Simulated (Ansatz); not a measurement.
Input for Ansatz (plane-wave DFT, PAW):

```yaml
crystal:
  lattice:
    - [8.149213, 0.260884, -0.382563]
    - [0.260884, 8.10744, -0.078145]
    - [-0.382563, -0.078145, 8.227437]
  atoms:
    - { symbol: Ge, position: [0.4330995833, 0.4755010319, 0.4619179366] }
    - { symbol: Ge, position: [0.1693088711, 0.3302631375, 0.2734338939] }
    - { symbol: Ge, position: [0.8489708118, 0.4021022896, 0.2797591018] }
    - { symbol: Ge, position: [0.3583098332, 0.3905132579, 0.8669850227] }
    - { symbol: S, position: [0.6885823505, 0.3804107834, 0.0652244722] }
    - { symbol: S, position: [0.181161242, 0.3107697758, 0.6078624276] }
    - { symbol: S, position: [0.9366284314, 0.6652289727, 0.2838477884] }
    - { symbol: S, position: [0.8183892925, 0.0124061772, 0.7432987764] }
    - { symbol: S, position: [0.0629978409, 0.3937317937, 0.955219028] }
    - { symbol: S, position: [0.5649868271, 0.0500350551, 0.7510575366] }
    - { symbol: S, position: [0.1747888711, 0.6315171704, 0.2268331833] }
    - { symbol: S, position: [0.6759890152, 0.3662430791, 0.5494515022] }
    - { symbol: S, position: [0.1727759955, 0.0423545701, 0.5180226288] }
    - { symbol: S, position: [0.8830495579, 0.8841689631, 0.9721808446] }
    - { symbol: S, position: [0.5977002143, 0.8916097961, 0.2927101839] }
    - { symbol: S, position: [0.3214658982, 0.6146855209, 0.7245955409] }
    - { symbol: Li, position: [0.5407756523, 0.7322527046, 0.0797786727] }
    - { symbol: Li, position: [0.7380086529, 0.7847152743, 0.5060308723] }
    - { symbol: Li, position: [0.101208545, 0.7095316737, 0.906207347] }
    - { symbol: Li, position: [0.9098332741, 0.9989175591, 0.3247544033] }
    - { symbol: Li, position: [0.6439728993, 0.1018072261, 0.1001370323] }
    - { symbol: Li, position: [0.4578051683, 0.9607289144, 0.5067230583] }
    - { symbol: Li, position: [0.793489746, 0.2684200327, 0.8383742726] }
    - { symbol: Li, position: [0.1142980583, 0.1537176384, 0.8618306268] }
basis:
  ecutwfc: 420
kpoints:
  mp_grid: { grid: [3, 3, 3] }
hamiltonian:
  xc: pbe
  dispersion: d3bj
scf:
  occupations: { method: fermi_dirac, width: 0.112 }
output:
  forces: true
  stress: true
  eigenvalues: true
  populations: true
  write_density: true
  write_potential: true
  elf: true
  volumetric_format: npy
```

Launched with
```bash
ansatz run input.yaml --threads 2 --pin off --max-ram 5120MiB --backend cpu --events-out ev --progress --plain --runs-dir out
```

These are results of DFT PBE+D3(BJ), scalar-relativistic, plane waves, PAW in Ansatz 0.2.0, not measurements.

From the run's log, abridged (iterations and final results):

```
SCF iter   1: F=—  HF=-29657.816051 eV  |F-HF|=—  |Δ(HF+E_count)|=         —  Δρ=3.50e-3  dr2=1.17e-1  ethr=1.77e-3  ⟨swp⟩=6.1  Hψ=5981  notcnv=0  defer=38
SCF iter   2: F=—  HF=-29657.790694 eV  |F-HF|=—  |Δ(HF+E_count)|=   2.54e-2  Δρ=1.68e-3  dr2=1.69e-2  ethr=7.72e-5  ⟨swp⟩=2.0  Hψ=1668  notcnv=0  defer=38
SCF iter   3: F=—  HF=-29657.790695 eV  |F-HF|=—  |Δ(HF+E_count)|=   8.88e-7  Δρ=5.54e-4  dr2=2.50e-3  ethr=1.11e-5  ⟨swp⟩=2.0  Hψ=1732  notcnv=0  defer=38
SCF iter   4: F=—  HF=-29657.791409 eV  |F-HF|=—  |Δ(HF+E_count)|=   7.13e-4  Δρ=1.82e-4  dr2=3.85e-4  ethr=1.65e-6  ⟨swp⟩=2.0  Hψ=2040  notcnv=0  defer=38
SCF iter   5: F=—  HF=-29657.791622 eV  |F-HF|=—  |Δ(HF+E_count)|=   2.13e-4  Δρ=7.21e-5  dr2=6.30e-5  ethr=2.53e-7  ⟨swp⟩=2.0  Hψ=2042  notcnv=0  defer=38
SCF iter   6: F=—  HF=-29657.791935 eV  |F-HF|=—  |Δ(HF+E_count)|=   3.13e-4  Δρ=2.88e-5  dr2=1.27e-5  ethr=4.15e-8  ⟨swp⟩=2.0  Hψ=1813  notcnv=0  defer=38
SCF iter   7: F=—  HF=-29657.791946 eV  |F-HF|=—  |Δ(HF+E_count)|=   1.11e-5  Δρ=1.35e-5  dr2=2.35e-6  ethr=8.35e-9  ⟨swp⟩=2.0  Hψ=2272  notcnv=0  defer=38
SCF iter   8: F=—  HF=-29657.791949 eV  |F-HF|=—  |Δ(HF+E_count)|=   2.40e-6  Δρ=5.50e-6  dr2=4.04e-7  ethr=1.54e-9  ⟨swp⟩=2.0  Hψ=2278  notcnv=0  defer=39
SCF iter   9: F=-29657.791949 eV  HF=-29657.791949 eV  |F-HF|=6.18e-8  |Δ(HF+E_count)|=   5.41e-7  Δρ=2.19e-6  dr2=6.00e-8  ethr=6.58e-11  ⟨swp⟩=17.5  Hψ=10692  notcnv=0
WARN: dispersion: an atom stands within reach of a switch of its C6 between two reference coordination numbers of its element: through that C6 alone, e_disp changes by 0.025 eV or more while the distances to its neighbours run over a stretch of 0.05 Å that contains this geometry (sites counted from 0 in the run's list of atoms or, in a supercell that it derives, in that cell's: here a list of 24) — site 0 (Ge): coordination number 3.314 (about 3.02 to 3.61 with every neighbour 0.05 Å farther or nearer), switch near 3.408 between the references 2.919 (weight 0.68) and 3.897 (weight 0.32), e_disp changing by some 0.03 eV. This is how the published method behaves, and the energy and the forces  ...
SCF 1 converged in 9 iterations: F = -29657.791949 eV  dr2 = 6.00e-8
SCF converged after 9 iterations
Free energy (F): -29657.791949 eV
Harris-Foulkes:  -29657.791949 eV  (|F-HF|=6.18e-8)
Internal energy: -29657.752245 eV  (E = F + TS)
E sigma→0 (E₀):  -29657.772097 eV
Entropy (-TS):   -0.039704 eV (-1.654 meV/atom)
Fermi energy:    3.943923 eV
--- Per-component energies (eV) ---
  E_band       = -1705.675770
  E_kinetic    = 1896.366712
  E_local      = -16695.580827  (includes V_loc(G=0)·N_el)
  E_nonlocal   = 1740.471379
  E_hartree    = 7076.674976
  E_xc         = -1552.113144
  E_vxc        = -1415.139933  (∫ρ·V_xc dr)
  E_paw        = -15436.321509  (= ΣΔE_a)
  E_vpaw       = -1385.140713  (= ΣTr[D̂ρ^β])
  E_aug_tail   = 0.001335  (compensation charges beyond the density's cutoff)
  E_ewald      = -6681.948415
  E_disp       = -5.302752  (pairwise vdW)
  E_smearing   = -0.039704  (= −TS)
--- Forces (eV/Å), atoms counted from 1 ---
  atom   1  Ge    -0.53630684     0.15512959     0.06592239
  atom   2  Ge     0.32053007    -0.26447724    -0.82877779
  atom   3  Ge     1.01044461    -0.48591692     1.62746577
  atom   4  Ge    -0.46585846    -1.62116529     0.58968701
  atom   5  S     -1.96832038     0.31162303    -0.50282819
  atom   6  S      0.25257114    -1.48219646    -1.02439821
  atom   7  S     -1.06672156     1.67258978     0.00017051
  atom   8  S      0.23243035    -1.32210501     0.14103317
  atom   9  S      0.00439986     0.28501055     0.54172419
  atom  10  S     -0.02677907     0.05394401     0.69714518
  atom  11  S      0.79703665     0.31716687     0.73552175
  atom  12  S      1.57013514     0.16084089    -0.46968365
  atom  13  S     -0.49197331     1.23220000     0.46585076
  atom  14  S      0.02845401     0.59996699    -0.28553790
  atom  15  S      0.16433892     0.73515631    -0.16321721
  atom  16  S      0.08707397     1.86145484    -0.47559846
  atom  17  Li     0.28629154    -0.47846869    -0.52269756
  atom  18  Li     0.58110342    -0.43038245     0.64461391
  atom  19  Li     0.02908125    -0.68693335     0.05843606
  atom  20  Li     0.09976371    -0.27821896     0.05779412
  atom  21  Li    -0.34250694    -0.43462428    -0.19406233
  atom  22  Li    -0.76536699     0.28961634    -0.24424662
  atom  23  Li     0.10123668     0.93909216    -0.28372829
  atom  24  Li     0.09887073    -1.12927693    -0.63055801
--- Stress (GPa, compression-positive) ---
        1.578602      -1.677250       1.716370
       -1.677252       0.490815       0.423577
        1.716370       0.423575      -1.163884
  P = ⅓ Tr σ = 0.3018 GPa (3.018 kbar)
--- Band table (eV; the first three rows and the last of 14) ---
  k-point 0: bands = ["-43.0021", "-42.9175", "-42.7465", "-42.6064", "-42.2185", "-42.2101", "-41.8792", "-41.2651", "-21.2794", "-21.2699", "-21.2338", "-21.2060", "-21.1678", "-21.0541", "-21.0502", "-21.0110", "-20.9862", "-20.9770", "-20.9145", "-20.9077", "-20.8623", "-20.8546", "-20.8420", "-20.7195", "-20.7107", "-20.6568", "-20.6507", "-20.6128", "-12.0844", "-11.7376", "-10.4959", "-9.6162", "-9.3284", "-9.0877", "-8.8955", "-8.2895", "-7.7617", "-7.4846", "-7.2768", "-6.7974", "-5.4042", "-4.1825", "-3.6833", "-3.0753", "-1.9182", "-1.6875", "-1.4747", "-1.2362", "-1.1469", "-0.9968", "-0.5255", "-0.3090", "-0.1167", "0.0785", "0.3099", "0.5519", "0.5936", "0.8317", "0.9185", "1.1 ...
  k-point 1: bands = ["-43.0021", "-42.9175", "-42.7465", "-42.6064", "-42.2185", "-42.2101", "-41.8792", "-41.2651", "-21.2794", "-21.2699", "-21.2338", "-21.2060", "-21.1678", "-21.0541", "-21.0502", "-21.0110", "-20.9862", "-20.9770", "-20.9145", "-20.9077", "-20.8623", "-20.8546", "-20.8420", "-20.7195", "-20.7107", "-20.6568", "-20.6507", "-20.6128", "-12.0824", "-11.7371", "-10.4940", "-9.6011", "-9.3835", "-9.0572", "-8.8889", "-8.3281", "-7.7589", "-7.4863", "-7.2669", "-6.7893", "-5.2450", "-4.3840", "-3.6006", "-3.0124", "-1.9030", "-1.6917", "-1.4889", "-1.2758", "-1.1355", "-0.9939", "-0.5734", "-0.4080", "-0.0299", "0.0752", "0.1347", "0.4882", "0.6388", "0.6922", "0.8639", "1.1 ...
  k-point 2: bands = ["-43.0021", "-42.9175", "-42.7465", "-42.6064", "-42.2185", "-42.2101", "-41.8792", "-41.2651", "-21.2794", "-21.2699", "-21.2338", "-21.2060", "-21.1678", "-21.0541", "-21.0502", "-21.0110", "-20.9862", "-20.9770", "-20.9145", "-20.9077", "-20.8623", "-20.8546", "-20.8420", "-20.7195", "-20.7107", "-20.6568", "-20.6507", "-20.6128", "-12.0821", "-11.7396", "-10.4891", "-9.6134", "-9.3505", "-9.0950", "-8.8968", "-8.2839", "-7.7663", "-7.4797", "-7.2555", "-6.7873", "-5.4091", "-4.1878", "-3.7012", "-3.0840", "-1.8799", "-1.6998", "-1.4972", "-1.2259", "-1.0855", "-0.9642", "-0.6478", "-0.2572", "-0.1522", "0.1772", "0.3151", "0.5677", "0.7125", "0.8267", "0.9116", "1.0 ...
  k-point 13: bands = ["-43.0021", "-42.9175", "-42.7465", "-42.6064", "-42.2185", "-42.2101", "-41.8792", "-41.2651", "-21.2794", "-21.2699", "-21.2338", "-21.2059", "-21.1678", "-21.0540", "-21.0502", "-21.0110", "-20.9863", "-20.9770", "-20.9145", "-20.9077", "-20.8623", "-20.8546", "-20.8420", "-20.7195", "-20.7107", "-20.6568", "-20.6507", "-20.6128", "-12.0807", "-11.7328", "-10.4855", "-9.6136", "-9.4139", "-9.0778", "-8.8862", "-8.3144", "-7.7869", "-7.4337", "-7.2406", "-6.7721", "-5.3886", "-4.0316", "-3.6535", "-3.1545", "-1.8801", "-1.6880", "-1.5298", "-1.2529", "-1.1212", "-0.9706", "-0.6992", "-0.4170", "-0.1163", "-0.0193", "0.1669", "0.4863", "0.5558", "0.7986", "0.9416", "1 ...
--- Löwdin populations: 24 sites ---
  site symbol q [e]
     0     Ge     13.7010
     1     Ge     13.8309
     2     Ge     13.7205
     3     Ge     13.8245
     4      S      6.5567
     5      S      6.0892
     6      S      6.1461
     7      S      6.0288
     8      S      6.6179
     9      S      6.4729
    10      S      6.1870
    11      S      6.3651
    12      S      6.5043
    13      S      6.5326
    14      S      7.1647
    15      S      6.4037
    16     Li      2.2988
    17     Li      2.2897
    18     Li      2.3513
    19     Li      2.3403
    20     Li      2.3438
    21     Li      2.3585
    22     Li      2.3548
    23     Li      2.3055
  spilling = 0.007969 (of n_electrons = 152.000000)
```

The calculation finished and met its thresholds.

Time: 89 s on 2 threads of Arm Neoverse V1, on a shared host, peak memory 1.3 GiB.

 An atom lies near a switch of its D3 coefficient C6 between reference coordination numbers, so the dispersion energy changes steeply there and can make or shift the minimum.